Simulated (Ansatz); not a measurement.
BaHfO3:
```yaml
crystal:
  lattice:
    - [4.17711, 0.00000, 0.00000]
    - [0.00000, 4.17711, 0.00000]
    - [0.00000, 0.00000, 4.17711]
  atoms:
    - { symbol: Ba, position: [0.50000, 0.50000, 0.50000] }
    - { symbol: Hf, position: [0.00000, 0.00000, 0.00000] }
    - { symbol: O, position: [0.00000, 0.50000, 0.00000] }
    - { symbol: O, position: [0.50000, 0.00000, 0.00000] }
    - { symbol: O, position: [0.00000, 0.00000, 0.50000] }
```

Relaxed with r²SCAN. Special points in fractions of this cell's reciprocal vectors: Γ (0.000, 0.000, 0.000); X (0.000, 0.500, 0.000); M (0.500, 0.500, 0.000); R (0.500, 0.500, 0.500).

Q: List the band energies nearest the valence-band maximum at these points for r²SCAN with spin–orbit coupling in the plane-wave PAW code Ansatz.

A: In eV from the valence-band maximum; about four levels below and three above (degenerate sets whole), none deeper than 8.9 eV; points with the same levels are listed once.

```
k                    below                          above
-  -----------------------  -----------------------------
Γ  -0.05 -0.05 -0.05 -0.05            4.10 4.10 4.10 4.10
X  -0.55 -0.55 -0.34 -0.34            4.65 4.65 6.80 6.80
M  -0.82 -0.82 -0.05 -0.05            6.73 6.73 6.91 6.91
R      0.00 0.00 0.00 0.00  6.74 6.74 6.77 6.77 6.77 6.77
```

Space group Pm-3m (cubic perovskite). Symmetry was held in the r²SCAN relaxation; phonons on a q-mesh show no instability. No spin polarisation was allowed.

Potentials: the later of the program's two PAW sets.
